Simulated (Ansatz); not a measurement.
Input for Ansatz (plane-wave DFT, PAW):

```yaml
crystal:
  lattice:
    - [3.916, 0.0, 0.0]
    - [0.0, 3.916, 0.0]
    - [0.0, 0.0, 8.077]
  atoms:
    - { symbol: Bi, position: [0.0, 0.5, 0.154] }
    - { symbol: Bi, position: [0.5, 0.0, 0.846] }
    - { symbol: Br, position: [0.0, 0.5, 0.653] }
    - { symbol: Br, position: [0.5, 0.0, 0.347] }
    - { symbol: O, position: [0.0, 0.0, 0.0] }
    - { symbol: O, position: [0.5, 0.5, 0.0] }
basis:
  ecutwfc: 500
kpoints:
  mp_grid: { grid: [6, 6, 4] }
hamiltonian:
  xc: r2scan
scf:
  occupations: { method: gaussian, width: 0.02 }
output:
  forces: true
  stress: true
  eigenvalues: true
relax:
  adjacent_minimum: "off"
  f_tol: 0.01
  max_steps: 40
```

Launched with
```bash
ansatz run input.yaml --threads 2 --pin off --max-ram 5120MiB --backend cpu --events-out ev --progress --plain --runs-dir out
```

Theory: DFT r2SCAN, scalar-relativistic, plane waves, PAW in Ansatz 0.2.0.

Part of what the program printed, abridged:

```
Warning: output.stress: scf.convergence.dr2_threshold = 1e-7 eV (the SCF's general default) is looser than the 6e-10 eV advised for a printed stress (1e-10 eV for each atom of the cell: 6). ...
Pseudopotentials: kind: paw
Pseudopotential: Bi, paw, valence charge 15, recommended cutoff 500 eV (meta_gga)
Pseudopotential: Br, paw, valence charge 7, recommended cutoff 500 eV (meta_gga)
Pseudopotential: O, paw, valence charge 6, recommended cutoff 500 eV (meta_gga)
Functional definition: r2SCAN
Crystal: 6 atoms, lattice volume = 123.861 Å³
Basis set: ecut = 500 eV, 3133 PW (Γ), exchange–correlation on 120×120×240 points (64 copies of the dense FFT grid, shifted against one another)
Bands: 34, of which v1, the nominal top of the filled ones, is band 28 counted from 1 (27 counted from 0)
Symmetry: 16 space group operations
Space group: P4/nmm (ITA 129), of the structure as read, at distance tolerance 5.0e-5 Å
k-points: 30 of 144
Initial density: superposition of atomic densities (neutral atoms: chi_scale 0, normalization atom), corrected by the library's trained network
Initial wavefunctions: pseudopotential atomic-orbital guess
Functional: x = r2scan, c = r2scan; τ floored in thin density (d = 2e-4 eV/Å³)
SCF iter   1: F=—  HF=-31547.143700 eV  |F-HF|=—  |Δ(HF+E_count)|=         —  Δρ=6.43e-3  dr2=6.31e-2  dr2_τ=1.22e-1  ethr=1.77e-3  ⟨swp⟩=7.2  Hψ=4664  notcnv=0
SCF iter   2: F=—  HF=-31547.212121 eV  |F-HF|=—  |Δ(HF+E_count)|=   6.84e-2  Δρ=3.52e-3  dr2=1.05e-2  dr2_τ=1.38e-3  ethr=1.13e-4  ⟨swp⟩=2.0  Hψ=1927  notcnv=0  defer=53
SCF iter   3: F=—  HF=-31547.212682 eV  |F-HF|=—  |Δ(HF+E_count)|=   5.61e-4  Δρ=1.13e-3  dr2=1.68e-3  dr2_τ=1.79e-4  ethr=1.87e-5  ⟨swp⟩=2.5  Hψ=1431  notcnv=0  defer=53
SCF iter   4: F=—  HF=-31547.212758 eV  |F-HF|=—  |Δ(HF+E_count)|=   7.54e-5  Δρ=5.14e-4  dr2=3.23e-4  dr2_τ=3.17e-5  ethr=3.00e-6  ⟨swp⟩=2.1  Hψ=1590  notcnv=0  defer=53
SCF iter   5: F=—  HF=-31547.212732 eV  |F-HF|=—  |Δ(HF+E_count)|=   2.62e-5  Δρ=9.61e-5  dr2=6.36e-6  dr2_τ=7.49e-7  ethr=5.78e-7  ⟨swp⟩=2.0  Hψ=1312  notcnv=0  defer=53
SCF iter   6: F=-31547.212738 eV  HF=-31547.212738 eV  |F-HF|=1.52e-7  |Δ(HF+E_count)|=   6.65e-6  Δρ=1.59e-5  dr2=2.46e-7  dr2_τ=1.89e-8  ethr=4.46e-9  ⟨swp⟩=11.0  Hψ=5302  notcnv=0
SCF 1 converged in 6 iterations: F = -31547.212738 eV  dr2 = 2.46e-7
relax step   1: F+E_penalty+E_count = -31547.21273831 eV  Δ(F+E_penalty+E_count) = +0.000e0 eV  max|allowed force component| = 9.048e-2 eV/Å  Δτ_max = 0.0000 Å  (6 SCF iters, dr2 threshold 2.50e-6 eV, accepted)
Initial density: handed on by an earlier stage of this run
Initial wavefunctions: those handed on with the density
SCF iter   1: F=—  HF=-31547.208715 eV  |F-HF|=—  |Δ(HF+E_count)|=         —  Δρ=7.00e-4  dr2=9.79e-4  dr2_τ=1.30e-2  ethr=1.78e-6  ⟨swp⟩=2.9  Hψ=3511  notcnv=0  defer=56
SCF iter   2: F=—  HF=-31547.213521 eV  |F-HF|=—  |Δ(HF+E_count)|=   4.81e-3  Δρ=3.89e-4  dr2=1.67e-4  dr2_τ=1.39e-5  ethr=1.75e-6  ⟨swp⟩=2.0  Hψ=1568  notcnv=0  defer=56
SCF iter   3: F=—  HF=-31547.213512 eV  |F-HF|=—  |Δ(HF+E_count)|=   9.17e-6  Δρ=1.84e-4  dr2=5.09e-5  dr2_τ=6.65e-6  ethr=2.98e-7  ⟨swp⟩=2.0  Hψ=1504  notcnv=0  defer=56
SCF iter   4: F=—  HF=-31547.213508 eV  |F-HF|=—  |Δ(HF+E_count)|=   3.84e-6  Δρ=6.16e-5  dr2=4.59e-6  dr2_τ=3.64e-7  ethr=9.09e-8  ⟨swp⟩=2.0  Hψ=1302  notcnv=0  defer=56
SCF iter   5: F=-31547.213510 eV  HF=-31547.213510 eV  |F-HF|=1.97e-7  |Δ(HF+E_count)|=   1.81e-6  Δρ=2.07e-5  dr2=4.35e-7  dr2_τ=2.76e-8  ethr=9.14e-10  ⟨swp⟩=10.2  Hψ=5359  notcnv=0
SCF 2 converged in 5 iterations: F = -31547.213510 eV  dr2 = 4.35e-7
relax step   2: F+E_penalty+E_count = -31547.21350977 eV  Δ(F+E_penalty+E_count) = -7.715e-4 eV  max|allowed force component| = 8.812e-2 eV/Å  Δτ_max = 0.0288 Å  (5 SCF iters, dr2 threshold 5.12e-7 eV, accepted)
SCF iter   1: F=—  HF=-31547.213520 eV  |F-HF|=—  |Δ(HF+E_count)|=         —  Δρ=3.96e-4  dr2=2.11e-4  dr2_τ=2.29e-3  ethr=2.52e-6  ⟨swp⟩=3.0  Hψ=2863  notcnv=0  defer=56
SCF iter   2: F=—  HF=-31547.214421 eV  |F-HF|=—  |Δ(HF+E_count)|=   9.01e-4  Δρ=1.86e-4  dr2=4.77e-5  dr2_τ=2.37e-6  ethr=3.78e-7  ⟨swp⟩=2.6  Hψ=2204  notcnv=0  defer=56
SCF iter   3: F=—  HF=-31547.214414 eV  |F-HF|=—  |Δ(HF+E_count)|=   6.55e-6  Δρ=7.74e-5  dr2=6.59e-6  dr2_τ=9.30e-7  ethr=8.51e-8  ⟨swp⟩=2.0  Hψ=1492  notcnv=0  defer=56
SCF iter   4: F=—  HF=-31547.214415 eV  |F-HF|=—  |Δ(HF+E_count)|=   4.71e-7  Δρ=3.58e-5  dr2=1.59e-6  dr2_τ=1.48e-7  ethr=1.18e-8  ⟨swp⟩=2.9  Hψ=1913  notcnv=0  defer=56
SCF iter   5: F=-31547.214415 eV  HF=-31547.214415 eV  |F-HF|=6.41e-8  |Δ(HF+E_count)|=   6.19e-8  Δρ=1.61e-5  dr2=2.38e-7  dr2_τ=3.52e-8  ethr=8.67e-10  ⟨swp⟩=10.6  Hψ=4809  notcnv=0
SCF 3 converged in 5 iterations: F = -31547.214415 eV  dr2 = 2.38e-7
relax step   3: F+E_penalty+E_count = -31547.21441492 eV  Δ(F+E_penalty+E_count) = -9.051e-4 eV  max|allowed force component| = 3.808e-3 eV/Å  Δτ_max = 0.0105 Å  (5 SCF iters, dr2 threshold 4.85e-7 eV, accepted)
SCF iter   1: F=—  HF=-31547.214415 eV  |F-HF|=—  |Δ(HF+E_count)|=         —  Δρ=1.61e-5  dr2=2.37e-7  dr2_τ=3.52e-8  ethr=4.25e-10  ⟨swp⟩=1.2  Hψ=2767  notcnv=0
SCF iter   2: F=-31547.214415 eV  HF=-31547.214415 eV  |F-HF|=8.99e-9  |Δ(HF+E_count)|=   2.24e-8  Δρ=8.69e-6  dr2=7.57e-8  dr2_τ=9.03e-9  ethr=1.79e-10  ⟨swp⟩=4.0  Hψ=4212  notcnv=0
SCF 4 converged in 2 iterations: F = -31547.214415 eV  dr2 = 7.57e-8
relax step   4: F+E_penalty+E_count = -31547.21441501 eV  Δ(F+E_penalty+E_count) = -9.635e-8 eV  max|allowed force component| = 3.635e-3 eV/Å  Δτ_max = 0.0000 Å  (2 SCF iters, accepted)
SCF iter   1: F=—  HF=-31547.214415 eV  |F-HF|=—  |Δ(HF+E_count)|=         —  Δρ=8.70e-6  dr2=7.57e-8  dr2_τ=9.03e-9  ethr=1.35e-10  ⟨swp⟩=1.7  Hψ=3829  notcnv=0
SCF iter   2: F=-31547.214415 eV  HF=-31547.214415 eV  |F-HF|=8.03e-9  |Δ(HF+E_count)|=   1.75e-8  Δρ=4.94e-6  dr2=2.13e-8  dr2_τ=2.47e-9  ethr=1.35e-10  ⟨swp⟩=4.0  Hψ=3217  notcnv=0
SCF 5 converged in 2 iterations: F = -31547.214415 eV  dr2 = 2.13e-8
SCF converged after 2 iterations
Free energy (F): -31547.214415 eV
Harris-Foulkes:  -31547.214415 eV  (|F-HF|=8.03e-9)
Internal energy: -31547.214415 eV  (E = F + TS)
E sigma→0 (E₀):  -31547.214415 eV
Fermi energy:    8.584395 eV
--- Per-component energies (eV) ---
  E_band       = -263.695627
  E_kinetic    = 1222.178131
  E_local      = -5466.989454  (includes V_loc(G=0)·N_el)
  E_nonlocal   = 1366.902971
  E_hartree    = 2005.936748
  E_xc         = -933.638281
  E_vxc        = -756.340633  (∫ρ·V_xc dr)
  E_paw        = -26237.222547  (= ΣΔE_a)
  E_vpaw       = -686.917248  (= ΣTr[D̂ρ^β])
  E_aug_tail   = 0.001287  (compensation charges beyond the density's cutoff)
  E_vtau       = 45.592087  (kinetic-family band-sum trace: ∫τ·v_τ [+ j·A + Jᵃ·Aᵃ] dr)
  E_ewald      = -3505.754096
  E_core_change = 1.370825  (= ΣΔE_core)
  E_smearing   =  0.000000  (= −TS)
--- Forces (eV/Å), atoms counted from 1 ---
  atom   1  Bi     0.00000000     0.00000000     0.00354829
  atom   2  Bi     0.00000000     0.00000000    -0.00354829
  atom   3  Br     0.00000000     0.00000000     0.00013369
  atom   4  Br     0.00000000     0.00000000    -0.00013369
  atom   5  O      0.00000000     0.00000000     0.00000000
  atom   6  O      0.00000000     0.00000000     0.00000000
--- Stress (GPa, compression-positive) ---
        1.628929       0.000000       0.000000
        0.000000       1.628929       0.000000
        0.000000       0.000000       1.641687
  P = ⅓ Tr σ = 1.6332 GPa (16.332 kbar)
--- Band table (eV; the first three rows and the last of 30) ---
  k-point 0: bands = ["-15.7291", "-15.4900", "-15.4900", "-15.4826", "-15.4822", "-15.4511", "-15.4350", "-15.4198", "-15.4198", "-15.4073", "-12.3947", "-9.9415", "-6.8633", "-6.6406", "-2.3373", "-0.0217", "2.4208", "2.4208", "5.2301", "5.3986", "5.3986", "5.5590", "6.1646", "6.1901", "6.1901", "6.4353", "6.4353", "6.6356", "10.1355", "11.0019", "12.7789", "12.7789", "14.4915", "14.4915"]
  k-point 1: bands = ["-15.7291", "-15.4900", "-15.4900", "-15.4826", "-15.4822", "-15.4511", "-15.4350", "-15.4198", "-15.4198", "-15.4073", "-12.3942", "-9.9414", "-6.9575", "-6.5357", "-2.3439", "-0.0438", "2.4259", "2.4259", "5.2298", "5.3743", "5.3743", "5.4308", "6.0502", "6.0502", "6.2498", "6.6187", "6.6187", "6.8845", "9.9953", "10.6886", "12.6952", "12.6952", "14.5321", "14.5321"]
  k-point 2: bands = ["-15.7291", "-15.4900", "-15.4900", "-15.4826", "-15.4822", "-15.4511", "-15.4350", "-15.4199", "-15.4199", "-15.4073", "-12.3937", "-9.9415", "-7.0184", "-6.4641", "-2.3506", "-0.0656", "2.4310", "2.4310", "5.2296", "5.3338", "5.3483", "5.3483", "5.9766", "5.9766", "6.3363", "6.7380", "6.7380", "7.1226", "9.8836", "10.3468", "12.6149", "12.6149", "14.5688", "14.5688"]
  k-point 29: bands = ["-15.7067", "-15.7067", "-15.4687", "-15.4687", "-15.4253", "-15.4253", "-15.4169", "-15.4169", "-15.4109", "-15.4109", "-10.7301", "-10.7301", "-6.1700", "-6.1700", "-2.8988", "-2.8988", "2.5689", "2.5689", "4.0962", "4.0962", "4.9121", "4.9121", "5.3413", "5.3413", "6.1269", "6.1269", "6.1885", "6.1885", "11.8293", "11.8293", "13.1558", "13.1558", "13.5824", "13.5824"]
--- Relaxed structure (4 steps of the walk, 4 accepted, 0 SCFs on fresh bases) ---
  F+E_penalty+E_count = -31547.21441501 eV   max|allowed force component| = 3.635e-3 eV/Å
  atoms:
    - { symbol: Bi, position: [0.0, 0.49999999, 0.15403970] }
    - { symbol: Bi, position: [0.49999999, 0.0, 0.84596029] }
    - { symbol: Br, position: [0.0, 0.49999999, 0.65526177] }
    - { symbol: Br, position: [0.49999999, 0.0, 0.34473822] }
    - { symbol: O, position: [0.0, 0.0, 0.0] }
    - { symbol: O, position: [0.49999999, 0.49999999, 0.0] }
```

The relaxation met its thresholds.

It took 76 s on 2 threads of AMD EPYC (Zen 3), with other jobs on the host, peak memory 0.71 GiB.

Spin–orbit coupling is left out, which can shift energies with elements as heavy as these.